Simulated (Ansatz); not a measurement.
In₃S₄:
```xyz
14
Lattice="0.0000 5.5262 5.5262 5.5262 0.0000 5.5262 5.5262 5.5262 0.0000" Properties=species:S:1:pos:R:3 pbc="T T T"
In     5.5262     5.5262     5.5262
In     8.2893     8.2893     8.2893
In     1.3815     1.3815     1.3815
In     1.3815     4.1446     4.1446
In     4.1446     4.1446     1.3815
In     4.1446     1.3815     4.1446
S      9.7647     9.7647     9.7647
S      4.0507     7.0016     7.0016
S      6.8138     6.8138     9.7647
S      7.0016     4.0507     7.0016
S      9.7647     6.8138     6.8138
S      4.0507     4.0507     4.0507
S      6.8138     9.7647     6.8138
S      7.0016     7.0016     4.0507
```

Relaxed with r²SCAN. Special points in fractions of this cell's reciprocal vectors: Γ (0.000, 0.000, 0.000); X (0.500, 0.000, 0.500); U (0.625, 0.250, 0.625); K (0.375, 0.375, 0.750); L (0.500, 0.500, 0.500); W (0.500, 0.250, 0.750).

List the band energies nearest the Fermi level at these points for the program Ansatz at the r²SCAN with spin–orbit coupling level (PAW).

In eV from the Fermi level; about four levels below and three above (degenerate sets whole), none deeper than 8.9 eV; points with the same levels are listed once.

| k | below | above |
|---|---|---|
| Γ | -0.58 -0.58 -0.58 -0.58 | 1.24 1.24 2.09 2.09 |
| X | -2.75 -2.75 -2.75 -2.75 | 0.60 0.60 0.60 0.60 |
| U | -2.96 -2.96 -2.69 -2.69 | 0.57 0.57 0.66 0.66 |
| L | -2.68 -2.68 -0.21 -0.21 | 0.06 0.06 0.58 0.58 |
| W | -2.88 -2.88 -2.87 -2.87 | 0.74 0.74 0.76 0.76 |

Space group Fd-3m. The workflow started from an entry of the Crystallography Open Database (COD). Its standing as an ambient phase is unchecked. The r²SCAN relaxation kept the symmetry of its start; whether a distortion lowers the energy is not shown.

Potentials: the later of the program's two PAW sets.
